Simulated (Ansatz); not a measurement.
Zincblende alloy of GaAs and GaBi (4 of 32 As sites exchanged), 64 atoms

Ansatz, PAW, plane waves. PBEsol relaxation of volume and atoms (shape held) at the single k point (¼, ¼, ¼) without its symmetry partners; single points on the relaxed atoms at the single k point (¼, ¼, ¼) without its symmetry partners, onto which points of the small cell's zone fold. Arrangement: quasirandom. No spin–orbit coupling unless named.

Relaxed structure:

```
CELL_PARAMETERS angstrom
11.48040 0.00000 0.00000
0.00000 11.48040 0.00000
0.00000 0.00000 11.48040
ATOMIC_POSITIONS crystal
Ga 0.00163 0.99747 0.00127
Ga 0.00013 0.00141 0.49895
Ga 0.00855 0.49073 0.00902
Ga 0.00201 0.50210 0.49907
Ga 0.49828 0.00079 0.00102
Ga 0.49131 0.98961 0.49213
Ga 0.50184 0.52124 0.99956
Ga 0.49818 0.50060 0.49844
Ga 0.23965 0.23864 0.99287
Ga 0.24797 0.25026 0.49903
Ga 0.24838 0.75228 0.00004
Ga 0.24980 0.75033 0.49984
Ga 0.75988 0.24044 0.01022
Ga 0.76024 0.25831 0.49057
Ga 0.74140 0.75956 0.01172
Ga 0.74975 0.75195 0.49786
Ga 0.24866 0.99978 0.24924
Ga 0.24858 0.99813 0.74814
Ga 0.24145 0.50910 0.26012
Ga 0.24801 0.50220 0.74983
Ga 0.75170 0.99809 0.25264
Ga 0.75869 0.99199 0.75952
Ga 0.75047 0.50160 0.24972
Ga 0.75052 0.49983 0.72638
Ga 0.00230 0.24860 0.25192
Ga 0.99983 0.24969 0.74914
Ga 0.99818 0.75141 0.25057
Ga 0.00940 0.75738 0.74241
Ga 0.50880 0.24141 0.25866
Ga 0.47719 0.24959 0.75096
Ga 0.49722 0.75118 0.25244
Ga 0.49930 0.75250 0.74851
As 0.12198 0.12158 0.12603
As 0.12479 0.12482 0.62461
As 0.12395 0.62835 0.12747
As 0.12703 0.62616 0.62217
As 0.62779 0.11908 0.12848
As 0.62418 0.63101 0.13242
As 0.62149 0.62907 0.61822
As 0.36832 0.37850 0.62195
As 0.37396 0.87517 0.12568
As 0.37176 0.87313 0.62419
As 0.87786 0.37258 0.13107
As 0.88177 0.37460 0.61871
As 0.87575 0.87741 0.12760
As 0.87759 0.87531 0.62271
As 0.37232 0.12234 0.37532
As 0.36787 0.11835 0.87541
As 0.37402 0.62761 0.37740
As 0.37170 0.63170 0.87212
As 0.87755 0.12458 0.37274
As 0.88083 0.12239 0.87797
As 0.87508 0.62575 0.37514
As 0.12280 0.37530 0.37701
As 0.12515 0.37228 0.87297
As 0.12467 0.87512 0.37509
As 0.12648 0.87696 0.87472
As 0.62714 0.37810 0.37456
As 0.62421 0.87332 0.37278
As 0.62223 0.87546 0.87815
Bi 0.62457 0.12468 0.62388
Bi 0.37308 0.37534 0.12570
Bi 0.87445 0.62576 0.87603
Bi 0.62684 0.37425 0.87353
```

Q: What are the mean bond lengths by pair (pairs within 1.2 times the sum of covalent radii, less contacts 15 % beyond the pair's median; cation–cation pairs of compounds aside; long ionic contacts are cut short by that bound)?

A: As–Ga 2.463 ± 0.017 Å (standard deviation, 112 bonds); Bi–Ga 2.659 ± 0.011 Å (standard deviation, 16 bonds).

Q: What gap lies between the top filled and the lowest empty level in the single points?

A: r²SCAN 1.32 eV (5.9 s on NVIDIA GB200). Away from Γ this isn't the crystal's band gap.
